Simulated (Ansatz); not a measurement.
AlCu:
```
AlCu
1.0
    2.95675     0.00000     0.00000
    0.00000     2.95675     0.00000
    0.00000     0.00000     2.95675
Al Cu
1 1
Cartesian
  0.00000   0.00000   0.00000
  1.47838   1.47838   1.47838
```

Relaxed with r²SCAN. Special points in fractions of this cell's reciprocal vectors: Γ (0.000, 0.000, 0.000); X (0.000, 0.500, 0.000); M (0.500, 0.500, 0.000); R (0.500, 0.500, 0.500).

Q: List the band energies nearest the Fermi level at these points for DFT-r²SCAN in the program Ansatz with PAW potentials.

A: In eV from the Fermi level; about four levels below and three above (degenerate sets whole), none deeper than 8.9 eV; … stands for higher levels left out; points with the same levels are listed once.

```json
[
 {"k": "Γ", "below": "-5.34 -5.34 -4.15 -4.15 -4.15", "above": "4.18 4.18 4.18"},
 {"k": "X", "below": "-4.64 -4.64 -4.09 -3.39", "above": "7.48 8.59 8.59"},
 {"k": "M", "below": "-4.20 -4.20 -3.79 -0.88", "above": "0.11 11.35 …"},
 {"k": "R", "below": "-5.92 -5.92 -5.92 -3.77 -3.77", "above": "0.59 0.59 0.59"}
]
```

Space group Pm-3m (CsCl type). The workflow started from a Materials Project entry (that database holds measured and hypothetical structures alike); the Crystallography Open Database copy checked does not list it. COD files the formula under space group No. 12. Its standing as an ambient phase is unchecked. The cell was relaxed with r²SCAN under the symmetry of its start. At this level the phase is mechanically unstable. No spin polarisation was allowed.

Potentials: the later of the program's two PAW sets.
